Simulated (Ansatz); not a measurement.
## Is this ErH structure a true minimum?

The structure comes from a generated guess, relaxed at this level; another structure or a mixture of phases may lie lower.

Level of theory: DFT PBE, scalar-relativistic, plane waves, PAW, and for the lanthanide a 4f-in-core norm-conserving potential, in Ansatz 0.2.0. Settings: cutoff 770 eV, Γ-centred mesh 18×18×18 on the computed 2-atom cell, Gaussian smearing of 0.10 eV; no spin polarisation.

The cell below (2 atoms, space group F-43m (No. 216)) is relaxed within its symmetry.

```
Er H
1.0
     0.00000    2.55494    2.55494
     2.55494    0.00000    2.55494
     2.55494    2.55494    0.00000
Er H
1 1
Direct
  0.00000 0.00000 0.00000
  0.75000 0.75000 0.75000
```

For the test a repeat of it with 8 atoms (edges 3.61, 6.26, 6.26 Å) was strained at random (σ = 1.5 % a component), the atoms were moved at random (σ = 0.15 Å), and all was relaxed again on a coarse 6×4×4 mesh (in the run’s order of axes) with 0.20 eV smearing, with no symmetry imposed.

Task: What happens?

Result: It returns, within 1 meV/atom of the unmoved cell on that mesh and with the same symmetry when read at 0.1 Å (Cm at 0.01 Å, so small strains and shifts remain). So it is stable against the distortions that fit this cell and that this random move excites. Modes that don't fit the cell aren't tested.

The lanthanide is trivalent by construction, without f bands, f moments or other valences.
